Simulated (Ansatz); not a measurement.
Here is the system:

FeBiO3:
```
FeBiO3
1.0
    2.78458     1.60768     4.46892
   -2.78458     1.60768     4.46892
    0.00000    -3.21536     4.46892
Bi Fe O
2 2 6
Cartesian
  0.00000   0.00000   3.05728
  0.00000   0.00000  10.34949
  0.00000   0.00000   0.00000
  0.00000   0.00000   6.70339
  0.43403   1.68971   7.72220
 -1.68035  -0.46897   7.72220
  1.24632  -1.22074   7.72220
 -0.43403  -1.68971   5.68457
  1.68035   0.46897   5.68457
 -1.24632   1.22074   5.68457
```
The run is spin-polarised; directions of the spins, atom by atom: 0 0 ↑ ↓ 0 0 0 0 0 0.

This is the PBEsol-relaxed structure.

Problem. All from DFT-PBEsol in the program Ansatz with PAW potentials, unless another level is named. Give the smallest direct gap on the standard path.

Solution. 0.28 eV.

Problem. Predict the formation energy from the elements (no fitted shifts).

Solution. -1.19 eV/atom.

Problem. Predict the electron effective mass.

Solution. 1.1 mₑ (isotropic).

Problem. Predict the valence-band maximum.

Solution. at L.

Problem. And the conduction-band minimum?

Solution. at T.

Space group R-3. The start of the workflow was typed in or built on a structure type; neither database checked (COD, Materials Project) lists it. It is not the phase usual at ambient conditions (space group No. 161). Symmetry was held in the PBEsol relaxation, as lowered by the spin order; whether a distortion lowers the energy is not shown. Magnetic state: antiferromagnetic, chosen from 5 collinear starts compared on coarse meshes (ties went to the first, and starts can fall back to one state), not a proven ground state. No Hubbard U is applied. The references are the lowest solids computed at this level, not always the standard phases (solids in place of the gases). Scalar-relativistic: spin–orbit coupling is off unless named, which matters more the heavier the elements.

Potentials: the later of the program's two PAW sets.
